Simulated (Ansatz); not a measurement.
Recipe of this trial structure of SiB₆: random cell by space group and Wyckoff sites (P6mm, No. 183). Lengths were set from tabulated atomic sizes, so they are only a guess.

```cif
data_structure
_symmetry_space_group_name_H-M 'P 1'
_symmetry_Int_Tables_number 1
_cell_length_a 3.4286
_cell_length_b 3.4286
_cell_length_c 6.8468
_cell_angle_alpha 90.000
_cell_angle_beta 90.000
_cell_angle_gamma 120.000
_cell_volume 69.70
loop_
_atom_site_label
_atom_site_type_symbol
_atom_site_fract_x
_atom_site_fract_y
_atom_site_fract_z
_atom_site_occupancy
Si1 Si 0.00000 0.00000 0.34907 1
B1 B 0.50000 0.00000 0.33201 1
B2 B 0.00000 0.50000 0.33201 1
B3 B 0.50000 0.50000 0.33201 1
B4 B 0.33333 0.66667 0.64956 1
B5 B 0.66667 0.33333 0.64956 1
B6 B 0.00000 0.00000 0.94066 1
```

Level of theory: DFT PBE, scalar-relativistic, plane waves, PAW in Ansatz. Cutoff 420 eV, Gaussian smearing, Γ-centred meshes. Cell and atoms relax first on a coarse mesh and then on a finer one. In between, the cell is made exact in the group found at 0.06 Å. In metals the finer mesh still leaves noise of several meV/atom or more. The steps can't lower the symmetry of their start. No spin polarisation.

A guess keeps its type if space group and coordination stay and the shape of the cell changes little (axis ratios within about 15 %, angles within 6°); the volume may change.

Question: Will the relaxed cell still be of the starting type?

Answer: It doesn't keep its type. The symmetry stays P6mm (No. 183). The volume per atom shrinks by 1.2 %, from 10.0 to 9.8 Å³. The shortest distance goes from 1.71 Å (B–B) to 1.62 Å (B–B). The ratio c/a of the conventional cell changes by a factor of 1.18. Counting neighbours within 15 % of an atom's shortest distance, the start has B 3/6/13, Si 6 and the end B 4/6/7, Si 7. In detail, at the end Si is surrounded by 1 B at 2.02 Å and 6 B at 2.14 Å; B on a site of symmetry 2mm has 4 B at 1.62 Å and 2 Si at 2.14 Å; B on a site of symmetry 3m is surrounded by 3 B at 1.87 Å and 3 B at 1.99 Å; 1 more site not described.

```cif
data_structure
_symmetry_space_group_name_H-M 'P6mm'
_symmetry_Int_Tables_number 183
_cell_length_a 3.2313
_cell_length_b 3.2313
_cell_length_c 7.6163
_cell_angle_alpha 90.000
_cell_angle_beta 90.000
_cell_angle_gamma 120.000
_cell_volume 68.87
loop_
_atom_site_label
_atom_site_type_symbol
_atom_site_symmetry_multiplicity
_atom_site_Wyckoff_symbol
_atom_site_fract_x
_atom_site_fract_y
_atom_site_fract_z
_atom_site_occupancy
Si1 Si 1 a 0.00000 0.00000 0.14434 1
B1 B 3 c 0.50000 0.00000 0.32913 1
B2 B 2 b 0.33333 0.66667 0.78682 1
B3 B 1 a 0.00000 0.00000 0.87952 1
```

Formation energies are uncorrected and refer to the elements' standard structures at the same level.

Question: At what energy does it end?

Answer: +0.77 eV/atom. The separate elements lie lower, so it is unstable against them.

The last run used a 12×12×6 mesh (in the run's order of axes) for its 7-atom cell and Gaussian smearing of 0.10 eV. Weakly bound directions are ill-defined at this level, which has no dispersion term. Symmetry constrained the relaxation, so the result can be a saddle point. Another cell of SiB6 relaxed alike, in R3m, lies 0.46 eV/atom lower, so this cell isn't the stable form at this level.

In counts of neighbours, a slash parts the counts of unlike sites.
